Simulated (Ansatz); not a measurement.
Data:

YCuAs₂:
```xyz
8
Lattice="3.8796 0.0000 0.0000 0.0000 3.8796 0.0000 0.0000 0.0000 9.9430" Properties=species:S:1:pos:R:3 pbc="T T T"
Y      0.0000     1.9398     7.5929
Y      1.9398     0.0000     2.3501
Cu     1.9398     1.9398     4.9715
Cu     0.0000     0.0000     4.9715
As     0.0000     0.0000     0.0000
As     1.9398     1.9398     0.0000
As     0.0000     1.9398     3.4104
As     1.9398     0.0000     6.5326
```

This is the r²SCAN-relaxed structure.

### Question
All from plane-wave PAW r²SCAN (Ansatz code), unless another level is named. Estimate the electronic character.

### Answer
metallic (no gap).

### Question
And the density of states at the Fermi level?

### Answer
0.20 states/eV per atom (mean over ±0.08 eV).

Space group P4/nmm. The workflow started from a Materials Project entry (that database holds measured and hypothetical structures alike); the Crystallography Open Database files this formula in space group No. 129, but the cells were not matched. Whether it is the stable phase at ambient conditions was not checked. Symmetry was held in the r²SCAN relaxation; whether a distortion lowers the energy is not shown. The run is not spin-polarised. Spin–orbit coupling is left out wherever it is not named.

Potentials: the later of the program's two PAW sets.
